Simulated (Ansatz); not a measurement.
# Ta$_{3}$H$_{8}$: phonons across the zone

The calculation used Ansatz 0.2.0, DFT PBE, scalar-relativistic, plane waves, PAW. Settings: 420 eV plane-wave cutoff, Γ-centred 8×8×8 mesh, Fermi-Dirac smearing of 0.15 eV. No spin polarisation. Phonons by linear response, acoustic sum rule imposed.

Relaxed structure:
```
Ta H
1.0
     4.39916    0.00000    0.00000
     0.00000    4.39916    0.00000
     0.00000    0.00000    4.39916
Ta H
3 8
Direct
  0.50000 0.00000 0.00000
  0.00000 0.50000 0.00000
  0.00000 0.00000 0.50000
  0.73271 0.73271 0.73271
  0.26729 0.26729 0.73271
  0.26729 0.73271 0.26729
  0.73271 0.26729 0.26729
  0.73271 0.73271 0.26729
  0.26729 0.26729 0.26729
  0.73271 0.26729 0.73271
  0.26729 0.73271 0.73271
```

It was reached by relaxing an invented guess, and it needn't be the stable form of this composition. In a metal, frequencies and elastic constants depend on the k mesh and the smearing, soft modes and shear constants most. Spin–orbit coupling is left out, which matters for heavy elements. The q mesh is coarse, so values between its points are rough.

Force constants from linear response on a 2×2×2 q mesh.

Path: Γ–X–M–Γ–R–X | R–M. Only the points of the 2×2×2 mesh were computed; the rest is interpolation, which is rough on so few points. On the mesh no mode is imaginary. Distance along the path (Å⁻¹), then the branches (cm⁻¹, negative for imaginary):
```
0.000  0 0 0 116 116 116 131 131 131 979 979 979 983 1053 1053 1053 1099 1168 1168 1187 1187 1187 1313 1313 1313 1341 1341 1341 1352 1352 1352 1406 1406
0.178  17 17 43 114 114 119 129 129 131 966 979 979 993 1050 1050 1056 1096 1167 1175 1183 1183 1198 1293 1293 1294 1338 1345 1354 1354 1362 1362 1404 1417
0.357  34 34 79 109 109 124 124 125 128 951 979 979 1001 1045 1045 1063 1090 1165 1173 1173 1194 1228 1258 1269 1269 1326 1329 1365 1365 1380 1380 1396 1433
0.536  50 50 102 102 104 119 119 125 130 940 977 977 1005 1040 1040 1067 1084 1161 1161 1162 1221 1227 1254 1254 1268 1298 1320 1378 1378 1381 1390 1390 1444
0.714  58 58 97 97 114 116 116 124 130 936 976 976 1006 1039 1039 1068 1082 1156 1156 1161 1215 1243 1250 1250 1275 1290 1316 1369 1387 1387 1389 1389 1447
0.893  57 59 94 96 114 116 124 124 134 938 978 984 1003 1039 1039 1066 1081 1153 1163 1168 1201 1238 1252 1262 1286 1289 1302 1356 1379 1386 1396 1399 1446
1.071  58 62 91 96 108 118 123 138 144 945 982 995 1003 1039 1039 1060 1079 1153 1173 1179 1181 1226 1249 1282 1289 1298 1301 1345 1366 1377 1406 1407 1437
1.250  64 68 89 95 99 120 121 150 152 952 984 988 1022 1039 1039 1050 1076 1147 1161 1177 1197 1218 1234 1294 1295 1317 1320 1351 1362 1364 1402 1411 1417
1.428  67 71 88 94 94 120 120 154 156 956 985 985 1037 1039 1039 1039 1076 1136 1173 1173 1196 1202 1241 1297 1297 1332 1332 1346 1362 1378 1394 1394 1410
1.681  61 63 90 98 101 118 123 143 152 950 984 990 1015 1039 1041 1053 1077 1157 1158 1180 1196 1220 1240 1268 1295 1323 1323 1335 1360 1382 1397 1412 1425
1.933  46 48 97 105 106 115 124 127 140 949 981 991 996 1042 1046 1059 1084 1158 1190 1190 1195 1207 1228 1262 1288 1289 1340 1360 1363 1381 1400 1401 1433
2.186  24 27 58 111 112 122 127 129 130 961 979 980 996 1048 1051 1056 1094 1168 1177 1183 1188 1199 1268 1282 1295 1328 1348 1354 1362 1363 1372 1407 1420
2.438  0 0 0 116 116 116 131 131 131 979 979 979 983 1053 1053 1053 1099 1168 1168 1187 1187 1187 1313 1313 1313 1341 1341 1341 1352 1352 1352 1406 1406
2.747  33 33 68 108 108 126 127 129 129 958 980 980 998 1049 1049 1056 1092 1174 1174 1188 1188 1200 1257 1276 1276 1347 1347 1349 1359 1359 1383 1415 1415
3.057  61 61 92 92 112 121 131 131 149 955 985 985 1010 1044 1044 1056 1081 1179 1179 1202 1202 1203 1221 1240 1240 1346 1346 1348 1373 1373 1407 1407 1410
3.366  78 78 90 90 98 141 141 144 174 974 992 992 1023 1047 1047 1049 1078 1181 1184 1184 1212 1212 1241 1241 1244 1336 1336 1345 1371 1371 1399 1399 1415
3.675  83 83 93 93 93 148 148 148 186 995 995 995 1015 1052 1052 1052 1079 1178 1178 1178 1231 1231 1250 1250 1250 1324 1324 1345 1345 1345 1413 1413 1413
3.928  79 80 90 93 95 141 144 147 178 979 993 994 1023 1048 1048 1049 1078 1176 1179 1188 1215 1223 1237 1247 1250 1332 1332 1344 1359 1368 1402 1404 1414
4.180  64 73 85 98 99 128 134 144 156 957 990 992 1013 1042 1042 1054 1078 1177 1178 1182 1190 1211 1241 1255 1261 1324 1324 1343 1383 1386 1391 1397 1426
4.433  54 64 90 98 110 118 126 131 136 941 981 989 1000 1039 1039 1064 1080 1159 1163 1174 1199 1220 1257 1281 1281 1288 1293 1351 1382 1389 1394 1399 1444
4.685  58 58 97 97 114 116 116 124 130 936 976 976 1006 1039 1039 1068 1082 1156 1156 1161 1215 1243 1250 1250 1275 1290 1316 1369 1387 1387 1389 1389 1447
4.774  83 83 93 93 93 147 147 148 185 992 995 995 1017 1051 1051 1051 1079 1177 1180 1180 1229 1230 1249 1249 1250 1325 1326 1347 1347 1347 1412 1412 1413
4.953  79 80 92 93 93 140 140 150 177 979 992 992 1026 1047 1048 1048 1078 1164 1187 1187 1218 1222 1244 1244 1246 1332 1337 1357 1357 1357 1403 1403 1412
5.131  73 75 90 93 93 130 130 153 165 965 988 988 1033 1042 1043 1043 1077 1148 1182 1182 1205 1211 1243 1260 1260 1340 1352 1358 1358 1369 1394 1394 1412
5.310  68 72 88 94 94 121 121 155 156 957 985 985 1037 1039 1040 1040 1076 1137 1174 1174 1197 1203 1242 1289 1289 1339 1339 1345 1361 1377 1394 1394 1411
```
